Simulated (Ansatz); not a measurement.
The relaxed structure here is a generated cell of AlNi: the first start was made by placing the elements on the sites of a structure type, and the end was not matched to a known phase here, so it may be hypothetical. Known forms of AlNi include space group No. 221.

A relaxed structure of AlNi. Space group Pmmn (No. 59). These are PBEsol (plane waves to 420 eV, PAW, scalar-relativistic; Ansatz, an electronic-structure program) values and carry that method's errors.

```cif
data_Al2Ni2
_chemical_formula_sum 'Al2 Ni2'
_space_group_name_H-M_alt 'P 1'
_space_group_IT_number 1
_cell_length_a 2.67383
_cell_length_b 4.35343
_cell_length_c 4.17481
_cell_angle_alpha 90.000
_cell_angle_beta 90.000
_cell_angle_gamma 90.000
loop_
_space_group_symop_operation_xyz
  'x, y, z'
loop_
_atom_site_label
_atom_site_type_symbol
_atom_site_fract_x
_atom_site_fract_y
_atom_site_fract_z
_atom_site_occupancy
Al1 Al 0.00000 0.00000 0.11575 1
Al2 Al 0.50000 0.50000 0.88425 1
Ni1 Ni 0.00000 0.50000 0.39323 1
Ni2 Ni 0.50000 0.00000 0.60677 1
```

Q: What magnetic moment does PBEsol give?

A: Zero (the starting moments vanished).

No spin polarisation in the result: the starting moments vanished. A magnetic state may lie lower.

The run could not lose the symmetry of its start: the end is stationary, and may be a saddle point rather than a minimum.
